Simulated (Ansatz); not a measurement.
TaRu:
```yaml
crystal:
  lattice:
    - [3.04552, 0.00000, 0.00000]
    - [0.00000, 3.04552, 0.00000]
    - [0.00000, 0.00000, 3.39051]
  atoms:
    - { symbol: Ru, position: [0.00000, 0.00000, 0.00000] }
    - { symbol: Ta, position: [0.50000, 0.50000, 0.50000] }
```

Relaxed with r²SCAN. Special points in fractions of this cell's reciprocal vectors: Γ (0.000, 0.000, 0.000); X (0.000, 0.500, 0.000); M (0.500, 0.500, 0.000); Z (0.000, 0.000, 0.500); R (0.000, 0.500, 0.500); A (0.500, 0.500, 0.500).

List the band energies nearest the Fermi level at these points for DFT-r²SCAN with spin–orbit coupling in the program Ansatz with PAW potentials.

In eV from the Fermi level; about four levels below and three above (degenerate sets whole), none deeper than 8.9 eV; points with the same levels are listed once.

```json
[
 {"k": "Γ", "below": "-2.49 -2.49 -1.66 -1.66", "above": "0.51 0.51 1.95 1.95"},
 {"k": "X", "below": "-1.36 -1.36 -0.76 -0.76", "above": "0.59 0.59 1.81 1.81"},
 {"k": "M", "below": "-4.88 -4.88 -4.87 -4.87", "above": "0.35 0.35 0.85 0.85"},
 {"k": "Z", "below": "-1.90 -1.90 -1.00 -1.00", "above": "0.03 0.03 0.67 0.67"},
 {"k": "R", "below": "-3.65 -3.65 -0.88 -0.88", "above": "0.03 0.03 0.65 0.65"},
 {"k": "A", "below": "-2.74 -2.74 -0.34 -0.34", "above": "0.40 0.40 4.06 4.06"}
]
```

Space group P4/mmm (L1₀ or tetragonal B2). The workflow started from an entry of the Crystallography Open Database (COD), which files this formula under 2 space groups. Its standing as an ambient phase is unchecked. The cell was relaxed with r²SCAN under the symmetry of its start; whether a distortion lowers the energy is not shown. The run is not spin-polarised.

Potentials: the later of the program's two PAW sets.
